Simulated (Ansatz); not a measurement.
# KMgF$_{3}$ under strain

Computed with DFT PBEsol, scalar-relativistic, plane waves, PAW in Ansatz 0.2.0. Settings: 420 eV cutoff, 6×6×6 k-mesh, Gaussian smearing of 0.02 eV, no spin polarisation.

Starting point, cell and atoms relaxed:

```
CELL_PARAMETERS angstrom
3.99125 0.00000 0.00000
0.00000 3.99125 0.00000
0.00000 0.00000 3.99125
ATOMIC_POSITIONS crystal
K 0.50000 0.50000 0.50000
Mg 0.00000 0.00000 0.00000
F 0.00000 0.50000 0.00000
F 0.00000 0.00000 0.50000
F 0.50000 0.00000 0.00000
```

Deformation: biaxial strain in the a-b plane, with the length and tilt of c and the atoms relaxed, all within the symmetry that the strain leaves. Energies are extrapolated to zero smearing. Gaps are Kohn–Sham gaps over the whole zone.

```tsv
strain (%)	ΔE (meV/atom)	a (Å)	b (Å)	c (Å)	gap (eV)
-4.5	29.3	3.812	3.812	4.110	7.51
-3.0	12.3	3.872	3.872	4.066	7.39
-1.5	2.9	3.931	3.931	4.027	7.26
+0.0	0.0	3.991	3.991	3.991	7.12
+1.5	2.6	4.051	4.051	3.958	6.96
+3.0	10.0	4.111	4.111	3.929	6.80
+4.5	21.5	4.171	4.171	3.902	6.64
```

Problem. What stiffness (1/V) d²E/dε² at zero strain does a cubic fit over all points give?

Solution. A cubic fit gives (1/V) d²E/dε² = 316 GPa at zero strain (twice the biaxial modulus).

Problem. How does the free axis c answer a small strain?

Solution. Between the innermost points its strain is -0.57 times the applied one.

Problem. How fast does the gap move with strain on either side?

Solution. -94 meV per percent on the compressed side and -107 meV per percent on the stretched side; it is indirect at -1.5 %, indirect at zero and indirect at +1.5 %.